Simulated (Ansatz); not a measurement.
Data:

MgO:
```
CELL_PARAMETERS angstrom
      3.29028     0.00000     0.00000
     -1.64514     2.84947     0.00000
      0.00000     0.00000     5.03784
ATOMIC_POSITIONS crystal
  Mg 0.33333 0.66667 0.00494
  Mg 0.66667 0.33333 0.50494
  O  0.33333 0.66667 0.39966
  O  0.66667 0.33333 0.89966
```

This is the r²SCAN-relaxed structure. Cartesian axes are those of the cell as given.

Q: All from r²SCAN (plane waves, PAW; program Ansatz), unless another level is named. Predict the band gap.

A: 4.22 eV (direct).

Q: Next, the HSE06 gap on the r²SCAN cell?

A: 5.15 eV.

Q: Give the hole effective mass.

A: 0.41 along z (mₑ).

Q: And the formation energy from the elements (no fitted shifts)?

A: -2.83 eV/atom.

Q: Next, the valence-band maximum?

A: at Γ.

Space group P6_3mc (wurtzite). The workflow started from a Materials Project entry (that database holds measured and hypothetical structures alike); the Crystallography Open Database copy checked does not list it. It is not the phase usual at ambient conditions (space group No. 225). The r²SCAN relaxation kept the symmetry of its start; whether a distortion lowers the energy is not shown. The references are the lowest solids computed at this level, not always the standard phases (solids in place of the gases).

Potentials: the earlier of the program's two PAW sets.
